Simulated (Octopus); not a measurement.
## GaN (P63mc, No. 186): band energies at special points

GaN (P63mc, No. 186):
```
CELL_PARAMETERS angstrom
      3.18893     0.00000     0.00000
     -1.59446     2.76169     0.00000
      0.00000     0.00000     5.19236
ATOMIC_POSITIONS crystal
  Ga 0.66667 0.33333 0.49908
  Ga 0.33333 0.66667 0.99908
  N  0.66667 0.33333 0.87592
  N  0.33333 0.66667 0.37592
```
The cell is a database entry, not relaxed again.

Level: LDA. Code: Octopus 16.4. Numerical set-up: grid spacing about 0.16 Å, Γ-centred 12×12×4 k-mesh, no spin polarisation; PseudoDojo 0.4 LDA potentials. Spin-orbit coupling is left out.

Energies in eV against the valence band top; 36 electrons a cell outside the pseudopotentials' cores.

| k-point (reduced) | band 14 | band 15 | band 16 | band 17 | band 18 | band 19 | band 20 | band 21 |
|---|---|---|---|---|---|---|---|---|
| Γ (0.000, 0.000, 0.000) | -1.04 | -1.04 | -0.05 | 0.00 | 0.00 | … | 4.18 | 9.04 |
| M (0.500, 0.000, 0.000) | -5.32 | -4.22 | -2.75 | -2.22 | -1.00 | … | 5.50 | 5.94 |
| K (0.333, 0.333, 0.000) | -5.38 | -5.31 | -2.99 | -2.99 | -2.73 | … | 7.68 | 7.68 |
| A (0.000, 0.000, 0.500) | -3.84 | -0.53 | -0.53 | -0.53 | -0.53 | 4.22 | 4.22 | 8.33 |
| L (0.500, 0.000, 0.500) | -6.65 | -1.95 | -1.95 | -1.90 | -1.90 | 4.33 | 4.33 | 7.63 |
| H (0.333, 0.333, 0.500) | -6.21 | -4.22 | -4.22 | -1.48 | -1.48 | 6.33 | 6.33 | 7.20 |

Q: Complete the blanks.

A: 
- Γ (0.000, 0.000, 0.000), band 19: 1.96
- K (0.333, 0.333, 0.000), band 19: 5.06
- M (0.500, 0.000, 0.000), band 19: 4.93
